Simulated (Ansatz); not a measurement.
## Ge (diamond)

Computed with Ansatz (plane waves, PAW, 420 eV cutoff): HSE06, scalar-relativistic, no spin polarisation, 6×6×6 k-mesh, Gaussian smearing of 0.05 eV; PAW files: Ansatz's generated set soft_2.

```
CELL_PARAMETERS angstrom
0.00000 2.84135 2.84135
2.84135 0.00000 2.84135
2.84135 2.84135 0.00000
ATOMIC_POSITIONS crystal
Ge 0.50000 0.50000 0.50000
Ge 0.75000 0.75000 0.75000
```

The volume is at zero pressure for this level.

```json
{
 "Space group": "Fd-3m (No. 227)",
 "Volume": "22.94 Å³/atom"
}
```

Task: Estimate the band gap at this level of theory (HSE06).

Result: 0.73 eV.

Within 0.6 eV of the edges the projected states are 100 % Ge 4p at the top of the valence band and 56 % Ge 4s at the bottom of the conduction band. 

**The experiment.** The Crystallography Open Database holds a measured cell of cubic Ge (space group Fd-3m) at 298.15 K (1975, doi:10.1107/S0021889875010965): a = 5.658 Å, 22.64 Å³/atom.

From “Electronic and optical properties of SixGe1-x-ySny alloys lattice-matched to Ge”, 2021, arxiv:2109.02782, for a bulk crystal of Ge at 300 K: band gap 0.807 eV (direct).

**Comparison.** The computed cell (5.683 Å, 22.94 Å³/atom) differs from the database's by +1.3 % in volume, about +0.4 % in length. The static lattice lacks zero-point motion and thermal expansion, so this level's own overestimate is larger than the figure. Measured gap of Ge: 0.807 eV (direct; 300 K; “Electronic and optical properties of SixGe1-x-ySny alloys lattice-matched to Ge”, 2021, arxiv:2109.02782). This calculation gives 0.73 eV (-0.08 eV). 3 values of this kind are on record (0.666 to 0.807 eV); this one was drawn at random among those near their median. A Kohn–Sham gap under U or exact exchange depends on those choices. Temperature and excitons aren't in the calculation.

